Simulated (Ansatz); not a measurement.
## Zone-centre phonons of LiCl at -0.9 GPa: input and output

Computed with DFT LDA, scalar-relativistic, plane waves, PAW (Ansatz).

Launched with:
```bash
ansatz run input.yaml --threads 1 --pin off --max-ram 2560MiB --backend cpu --events-out ev --progress --plain --runs-dir out
```

Input (bare energies are in eV):
```yaml
crystal:
  lattice:
    - [0.0, 2.5014, 2.5014]
    - [2.5014, 0.0, 2.5014]
    - [2.5014, 2.5014, 0.0]
  atoms:
    - { symbol: Li, position: [0.0, 0.0, 0.0] }
    - { symbol: Cl, position: [0.5, 0.5, 0.5] }
basis:
  ecutwfc: 420
kpoints:
  mp_grid: { grid: [8, 8, 8] }
hamiltonian:
  xc: lda
scf:
  occupations: { method: fixed }
output:
  eigenvalues: true
phonons:
  method: dfpt
  dielectric: true
  rigid_motions: translations
  raman: true
  eigenvectors: true
```

The end of the output:
```
--- Phonons (Γ-DFPT): 2 representative perturbations + reference, on 59 of 512 k-points (Σ response iterations 7) ---
  k mesh reduced under 8 symmetry operations, with k and −k counted as one. Each operation leaves every solved perturbation unchanged. A smaller set is not considered because the run solves the response ...
  ASR residual: 3.256e-4 → 0.000e0 eV/Å²; symmetrization residual: 3.533e-7 eV/Å²
  ASR residual per site (eV/Å²): 4.58e-5 3.26e-4
  Γ frequencies (cm⁻¹): 0.00 0.00 0.00 212.26 212.26 212.26
  ε∞ (high-frequency dielectric tensor):
        3.148863    -0.000000    -0.000000
        0.000000     3.148863    -0.000000
        0.000000     0.000000     3.148863
  ε⁰ (static dielectric tensor: ions relaxed, cell fixed):
       11.368727    -0.000000     0.000000
        0.000000    11.368727     0.000000
        0.000000     0.000000    11.368727
  ε⁰ − ε∞ (ionic part):
        8.219864    -0.000000     0.000000
       -0.000000     8.219864     0.000000
        0.000000     0.000000     8.219864
  softest optical mode at Γ: 212.26 cm⁻¹; the repairs (sum rule, projections) moved no ω² at Γ by more than (1.61 cm⁻¹)²
  Born effective charges Z* (e; rows j = field, columns β = displacement):
    site 0:
         1.16931    0.00000    0.00000
        -0.00000    1.16931    0.00000
         0.00000   -0.00000    1.16931
    site 1:
        -1.16931   -0.00000   -0.00000
         0.00000   -1.16931   -0.00000
         0.00000    0.00000   -1.16931
  Z* charge neutrality: 2.821e-6 e pre-enforcement
  k-mesh period / interband length: 28.3 Å / 1.34 Å = 21.17 at k = (0.0000, 0.0000, -0.5000), direct gap 6.760 eV — 14 or more, which is no proof of convergence
  Raman tensors (in the event stream and the table raman_tensors.tsv): an entry may err by 2.1e-4 Å², one of the second-order susceptibility by 2.9e-20 pm/V (basis, points and sum rule); their sum over the sites missed zero by 4.588e-22 Å² ...
  optical modes at Γ without the LO–TO term, one row a degenerate level:
      ω (cm⁻¹) modes IR ((D/Å)²/amu) static Raman (Å⁴/amu) depolarisation
        212.26      3            16.3054                 0.0000               —
  optical modes at Γ + LO–TO along q̂ = [1.0000, 0.0000, 0.0000]:
      ω (cm⁻¹) modes IR ((D/Å)²/amu) static Raman (Å⁴/amu) depolarisation
        212.26      2            10.8703                 0.0000               —
        403.31      1             5.4351                 0.0000               —
  optical modes at Γ + LO–TO along q̂ = [0.0000, 1.0000, 0.0000]:
      ω (cm⁻¹) modes IR ((D/Å)²/amu) static Raman (Å⁴/amu) depolarisation
        212.26      2            10.8703                 0.0000               —
        403.31      1             5.4351                 0.0000               —
  optical modes at Γ + LO–TO along q̂ = [0.0000, 0.0000, 1.0000]:
      ω (cm⁻¹) modes IR ((D/Å)²/amu) static Raman (Å⁴/amu) depolarisation
        212.26      2            10.8703                 0.0000               —
        403.31      1             5.4351                 0.0000               —
```

The run took 120 s on 1 thread of Intel(R) Xeon(R) Processor @ 2.50GHz (Skylake/Cascade Lake), with other jobs on the host, peak memory 0.45 GiB.

The cell is the ideal cubic rocksalt prototype.